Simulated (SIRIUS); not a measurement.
Input and output of a self-consistent single point for Ta₂Si (I4/mcm, 6 atoms in the cell; from Materials Project mp-2783, changed as shown) (SIRIUS).

Method: LDA (PW92), GBRV LDA ultrasoft pseudopotentials (plane waves; SIRIUS).

The change in words: volume scaled by 0.98. Reference geometry (I4/mcm):
```
Ta2Si
1.0
   -3.08777     3.08777     2.52364
    3.08777    -3.08777     2.52364
    3.08777     3.08777    -2.52364
Ta Si
4 2
Direct
  0.66359   0.83641   0.50000
  0.33641   0.16359   0.50000
  0.83641   0.33641   0.17282
  0.16359   0.66359   0.82718
  0.25000   0.25000   0.00000
  0.75000   0.75000   0.00000
```

Reference input (self-consistent single point, DFT, LDA (PW92), plane waves, GBRV LDA ultrasoft pseudopotentials): parameters.ngridk = 6 6 6; parameters.xc_functionals = [XC_LDA_X, XC_LDA_C_PW]; parameters.gk_cutoff = 6.325 1/bohr; parameters.pw_cutoff = 14.143 1/bohr; parameters.smearing = fermi_dirac; parameters.smearing_width = 0.00367493 Ha; potentials = GBRV LDA ultrasoft pseudopotentials; parameters.electronic_structure_method = pseudopotential; parameters.num_bands = 36; parameters.num_mag_dims = 0; parameters.num_dft_iter = 100; parameters.energy_tol = 1e-07 Ha. This run's input differs from it in these lines:

```diff
@@ -32,7 +32,7 @@
     "lattice_vectors": [
-      [-0.6122212139, 0.6122212139, 0.5003703145],
-      [0.6122212139, -0.6122212139, 0.5003703145],
-      [0.6122212139, 0.6122212139, -0.5003703145]
+      [-0.6122211958, 0.6122211958, 0.5003702214],
+      [0.6122211958, -0.6122211958, 0.5003702214],
+      [0.6122211958, 0.6122211958, -0.5003702214]
     ],
-    "lattice_vectors_scale": 9.530918,
+    "lattice_vectors_scale": 9.466947,
     "atom_coordinate_units": "au",
@@ -45,10 +45,10 @@
       "Ta": [
-        [3.9259250106, 1.9091051766, 4.7689884372],
-        [1.9091051766, 3.9259250106, 0.0],
-        [-1.9091051766, 3.9259250106, 4.7689884372],
-        [7.7441353639, 1.9091051766, -0.0]
+        [3.8995743019, 1.8962913114, 4.7369783663],
+        [1.8962913114, 3.8995743019, 0.0],
+        [-1.8962913114, 3.8995743019, 4.7369783663],
+        [7.6921569246, 1.8962913114, -0.0]
       ],
       "Si": [
-        [0.0, 0.0, 2.3844942186],
-        [0.0, -0.0, 7.1534826557]
+        [0.0, 0.0, 2.3684891832],
+        [0.0, -0.0, 7.1054675495]
       ]
```

Output (repeated stretches shortened):

```
[find] density tolerance         : 1e-06
[find] total energy tolerance    : 1e-07
[find] iter_solver_tol (initial) : 0.01
[find] iter_solver_tol (target)  : 1e-13
[find] num_dft_iter              : 100
Charges and magnetic moments
--------------------------------------------------------------------------------
total charge          : 60.000000
[find] | SCF iteration   0 out of 100|
[diagonalize] iterative solver tolerance (occupied, empty): 0.01 0.01
[diagonalize] average number of iterations: 2
[find] Charges and magnetic moments
[find] total charge          : 60.000000
[find] Energy
[find] smearing (-TS)                 :      -0.00373825
   [... lines left out ...]

[find] Charges and magnetic moments
[find] total charge          : 60.000000
[find] Energy
[find] smearing (-TS)                 :      -0.00410288
[find] Total energy                   :    -293.62416131 (Ha),    -587.24832262 (Ry)
[find] Free energy (E-TS)             :    -293.62826419 (Ha),    -587.25652839 (Ry)
[find] band gap (eV)                  :       0.00000000
[find] Efermi                         :       0.64614804
[find] iteration : 16, RMS (target) : 6.3222e-07 (1.0000e-06) , energy difference (target) : -2.3109e-09 (1.0000e-07)
[find] bands are converged : true
[find] iterative solver converged : true
[find] converged after 17 SCF iterations!
[find] Charges and magnetic moments
[find] total charge          : 60.000000
[find] Energy
[find] smearing (-TS)                 :      -0.00410288
[find] Total energy                   :    -293.62416131 (Ha),    -587.24832262 (Ry)
[find] Free energy (E-TS)             :    -293.62826419 (Ha),    -587.25652839 (Ry)
[find] band gap (eV)                  :       0.00000000
[find] Efermi                         :       0.64614804
[ground_state] === stress tensor components [kbar] ===
[ground_state] === stress_total ===
[ground_state]    53.076040    0.000000   -0.000000
[ground_state]     0.000000   53.076040   -0.000000
[ground_state]    -0.000000   -0.000000   38.142573
[ground_state] ==== total Forces in Ha/bohr =====
[ground_state] atom:    0, force:       0.0017572     -0.0017572     -0.0000000
[ground_state] atom:    1, force:      -0.0017572      0.0017572      0.0000000
[ground_state] atom:    2, force:       0.0017572      0.0017572     -0.0000000
[ground_state] atom:    3, force:      -0.0017572     -0.0017572      0.0000000
[ground_state] atom:    4, force:      -0.0000000     -0.0000000     -0.0000000
[ground_state] atom:    5, force:      -0.0000000     -0.0000000     -0.0000000
```

The run converged in 17 iterations. SIRIUS prints the stress tensor with tension positive. Against the reference run the free energy falls by 11.0 meV/atom, the pressure goes from -9.13 to -4.81 GPa and the largest force goes from 0.082 to 0.128 eV/Å.

The structure comes from a collection of computed structures, made at another level of theory; the collection holds predicted forms beside known ones. No clean gap shows at this smearing width and mesh (spacing up to 0.27 Å⁻¹); the mesh is coarse for partly filled bands, so the values carry mesh errors.

Cost on one core: about 110 core-seconds (a rough figure).
